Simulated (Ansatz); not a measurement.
Total density of states per atom from DFT-r²SCAN in the program Ansatz with PAW potentials, in 0.25 eV bins, energy from the Fermi level:

```
E (eV) | states/eV/atom
    -7.85 | ## 0.11
    -7.60 | # 0.06
    -7.35 | # 0.08
    -7.10 | ### 0.20
    -6.85 | ##### 0.34
    -6.60 | ######## 0.52
    -6.35 | ###### 0.42
    -6.10 | ######## 0.54
    -5.85 | ###### 0.41
    -5.60 | ###### 0.37
    -5.35 | ########### 0.71
    -5.10 | ######## 0.53
    -4.85 | ######## 0.51
    -4.60 | ######### 0.59
    -4.35 | ############## 0.90
    -4.10 | ############## 0.95
    -3.85 | ###### 0.39
    -3.60 | ##### 0.30
    -3.35 | ######## 0.52
    -3.10 | ################## 1.16
    -2.85 | ################# 1.09
    -2.60 | ############ 0.79
    -2.35 | ########## 0.66
    -2.10 | ################# 1.09
    -1.85 | ################### 1.22
    -1.60 | ############### 1.01
    -1.35 | ############################## 1.97
    -1.10 | ########################### 1.78
    -0.85 | ####################### 1.53
    -0.60 | ################ 1.06
    -0.35 | ####### 0.45
    -0.10 | #### 0.26
     0.15 | ##### 0.35
     0.40 | ##### 0.30
     0.65 | ########## 0.63
     0.90 | ######### 0.61
     1.15 | ####### 0.46
     1.40 | ##### 0.30
     1.65 | ###### 0.39
     1.90 | ####### 0.47
     2.15 | ######## 0.51
     2.40 | ######## 0.55
     2.65 | ######## 0.52
     2.90 | ###### 0.40
     3.15 | #### 0.25
     3.40 | ###### 0.41
     3.65 | ########## 0.67
     3.90 | ####### 0.45
     4.15 | ######## 0.54
     4.40 | ####### 0.49
     4.65 | #### 0.27
     4.90 | ## 0.11
```

Q: Pick the material that matches.
(A) GaGeTe, R-3m (Ga on 6c, Ge on 6c, Te on 6c)
(B) S, S12-ring
(C) Y3GeS2, P-3m1 (Y on 2d, Y on 1b, Ge on 1a, S on 2d)
(D) Co3Sn2S2, R-3m (Co on 9d, Sn on 3b, Sn on 3a, S on 6c)

A: D, Co3Sn2S2, R-3m (Co on 9d, Sn on 3b, Sn on 3a, S on 6c). Within 0.5 eV of the Fermi level: Co 3d 67 %, S 3p 14 %, Sn 5p 10 %, Sn 5s 6 %. Projections are on Löwdin-orthogonalised atomic valence shells; empty p or d shells of many metals are not among them.

The workflow started from a Materials Project entry (that database holds measured and hypothetical structures alike); the Crystallography Open Database files this formula in space group No. 166, but the cells were not matched. Whether it is the stable phase at ambient conditions was not checked. The cell was relaxed with r²SCAN under the symmetry of its start; its stability against distortions is not shown here. Magnetic state: ferromagnetic, the only order run, not a proven ground state. Other orbital occupations within this spin state were not tried. No Hubbard U is applied. The compound may be a true metal, but semilocal functionals without U, or a wrong spin order, can also close a gap. Spin–orbit coupling is left out wherever it is not named.

Potentials: the later of the program's two PAW sets.
